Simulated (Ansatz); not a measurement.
# Structures of Ta2C3: which is lowest?

Plane-wave DFT in Ansatz with scalar-relativistic PAW potentials, cutoff 420 eV, Γ-centred meshes chosen by cell and gap, Gaussian smearing with energies taken to zero width. Every cell was relaxed (cell and atoms) in a run of its own, within the symmetry of its start. Functional: PBE.

Relaxed structures (starts from databases or built by putting these elements on another compound's sites):
A. C2/m, 5 atoms in the computed cell, a = 5.627 Å, b = 3.177 Å, c = 6.090 Å, β = 98.3°; sites (symmetry × multiplicity) Ta m × 4, C 2/m × 2 + m × 4; start: built
B. P-3m1, 5 atoms in the computed cell, a = 3.025 Å, c = 6.441 Å; sites (symmetry × multiplicity) Ta 3m. × 2, C -3m. × 1 + 3m. × 2; start: built

Problem. Rank them by energy. Could pressure change the order?

Solution.
| structure | group | E − E(lowest) (meV/atom) | V (Å³/atom) | gap on mesh (eV) |
| --- | --- | --- | --- | --- |
| A | C2/m | 0.0 | 10.77 | 0.00 |
| B | P-3m1 | 320 | 10.21 | 0.00 |

A is lowest, 320 meV/atom under B. B is denser by 0.56 Å³/atom, so pressure favours it: ΔE/ΔV, with ΔE in eV and 1 eV/Å³ = 160.2 GPa, gives about 91 GPa for equal enthalpy if both cells were rigid; at such pressures compression changes ΔV much, so this is a scale only. Other structures may lie lower than all of these, and vibrations aren't counted.

Spin-orbit coupling is left out, which matters for the bands of heavy elements.